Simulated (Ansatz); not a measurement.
Task: Mg (diamond, Fd-3m) is relaxed with the program Ansatz at the r²SCAN level (PAW). What lattice parameters of the conventional cell result?

Result: a = 6.846 Å.

The start of the workflow was typed in or built on a structure type; neither database checked (COD, Materials Project) lists it. It is not the phase usual at ambient conditions (space group No. 194). Symmetry was held in the r²SCAN relaxation. At this level the phase is mechanically unstable.

Potentials: the earlier of the program's two PAW sets.
